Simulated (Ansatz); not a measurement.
## Perovskite alloy of SrZrO3 and SrHfO3 (6 of 8 Zr sites exchanged), 40 atoms

Ansatz, PAW, plane waves. PBEsol relaxation of volume and atoms (shape held) at the single k point (¼, ¼, ¼) without its symmetry partners; single points on the relaxed atoms at the Γ point alone, onto which points of the small cell's zone fold. Arrangement: quasirandom. No spin–orbit coupling unless named.

Relaxed structure:

```
Sr Zr Hf O
1.0
     8.14772    0.00000    0.00000
     0.00000    8.14772    0.00000
     0.00000    0.00000    8.14772
Sr Zr Hf O
8 2 6 24
Direct
  0.99996 0.98808 0.98270
  0.99994 0.98234 0.49016
  0.99993 0.48289 0.98758
  0.99991 0.48953 0.48280
  0.49967 0.01094 0.01776
  0.49967 0.01757 0.51298
  0.49966 0.51813 0.01040
  0.49964 0.51240 0.51785
  0.24979 0.25024 0.25028
  0.74980 0.25024 0.25027
  0.24980 0.25024 0.75028
  0.24979 0.75024 0.25028
  0.24980 0.75024 0.75027
  0.74980 0.25024 0.75028
  0.74980 0.75024 0.25027
  0.74979 0.75024 0.75027
  0.20832 0.21700 0.99928
  0.29128 0.28348 0.50127
  0.28763 0.78350 0.00037
  0.21194 0.71698 0.50018
  0.79089 0.21484 0.99930
  0.70872 0.28565 0.50126
  0.71231 0.78568 0.00032
  0.78728 0.71481 0.50022
  0.99977 0.22097 0.29901
  0.99978 0.29441 0.72016
  0.99976 0.79720 0.22383
  0.99977 0.72306 0.79415
  0.49983 0.27951 0.20154
  0.49982 0.20606 0.78039
  0.49983 0.70327 0.27671
  0.49982 0.77742 0.70638
  0.29095 0.99953 0.28346
  0.21212 0.00003 0.71682
  0.20864 0.50095 0.21710
  0.28747 0.50045 0.78372
  0.70903 0.99949 0.28560
  0.78706 0.00007 0.71461
  0.79057 0.50100 0.21495
  0.71254 0.50041 0.78594
```

**Question.** What are the mean bond lengths by pair (pairs within 1.2 times the sum of covalent radii, less contacts 15 % beyond the pair's median; cation–cation pairs of compounds aside; long ionic contacts are cut short by that bound)?

**Answer.** Hf–O 2.079 ± 0.003 Å (standard deviation, 36 bonds); O–Sr 2.691 ± 0.151 Å (standard deviation, 64 bonds); O–Zr 2.090 ± 0.001 Å (standard deviation, 12 bonds).

**Question.** What gap lies between the top filled and the lowest empty level in the single points?

**Answer.** HSE06 5.55 eV (35 s on NVIDIA H100).
